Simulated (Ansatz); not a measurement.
# Elastic constants of ZnSe (F-43m) under pressure

```
Zn Se
1.0
     0.00000    2.78376    2.78376
     2.78376    0.00000    2.78376
     2.78376    2.78376    0.00000
Zn Se
1 1
Cartesian
  0.0000 0.0000 0.0000
  4.1756 4.1756 4.1756
```

This is the zero-pressure cell. At each pressure cell and atoms are relaxed in this structure, and the constants are slopes of the stress at strains of ±0.005 with relaxed ions (the coefficients that govern stability under load). Level: LDA, PAW on Ansatz 0.2.0's default frozen-core files (fitted under PBE), scalar-relativistic; k mesh 8×8×8, strains of ±0.005, fixed occupations, cutoff 420 eV. P is the pressure of the relaxed cell, less that of this one.

```tsv
P (GPa)	V/V₀	C11 (GPa)	C12 (GPa)	C44 (GPa)
0.00	1.0000	97.5	58.8	43.0
1.01	?	?	?	?
2.03	0.9738	106.0	68.2	43.5
4.00	0.9514	113.9	77.1	43.5
7.00	0.9220	125.4	90.4	43.0
10.00	0.8968	136.5	103.4	42.1
14.97	0.8616	154.1	124.5	39.7
```

Problem. Does the bulk modulus from the constants agree with the pressure-volume curve?

Solution. A third-order Birch-Murnaghan fit to the volumes shown (F against f, f = [(V₀/V)^(2/3) − 1]/2) gives B₀ = 71.8 GPa and B′ = 4.5. Its −V dP/dV stands beside (C11 + 2C12)/3:

```csv
P (GPa),from P(V),from the constants
0.00,71.8,71.7
2.03,80.8,80.8
4.00,89.3,89.4
7.00,102.1,102.1
10.00,114.5,114.4
14.97,134.6,134.4
```

Problem. What are the pressure derivatives at zero pressure?

Solution. Slopes at V₀ of quadratic fits in −ln(V/V₀) through the first four rows shown, divided by B₀: dC11/dP = 4.2, dC12/dP = 4.6, dC44/dP = 0.3. The mean slopes up to 4.0 GPa are 4.1, 4.6, 0.1; curvature and scatter of the constants part the two. The combination (dC11/dP + 2 dC12/dP)/3 = 4.5 stands against B′.

Problem. Fill the row at 1.01 GPa.

Solution. Cubic fits in −ln(V/V₀) through all rows shown give C11 = 101.8, C12 = 63.5, C44 = 43.3 GPa. Computed: V/V₀ = 0.9865, C11 (GPa) = 101.8, C12 (GPa) = 63.5, C44 (GPa) = 43.3.

Problem. Does a shear stiffness soften?

Solution. C44 goes from 43.0 to 39.7 GPa, through a maximum of 43.5 near 4 GPa; (C11 − C12)/2 goes from 19.4 to 14.8 GPa. C44 and (C11 − C12)/2 soften under pressure, though the lattice stays mechanically stable over this range.

Caveats: no other phase was computed; many crystals of this kind change structure within this range, and rows or crossings beyond such a change describe a metastable lattice; frozen-core PAW files fitted under PBE, their cores solved anew for the functional of the run; constants at zero field, no piezoelectric stiffening; phonons weren't checked at these pressures.
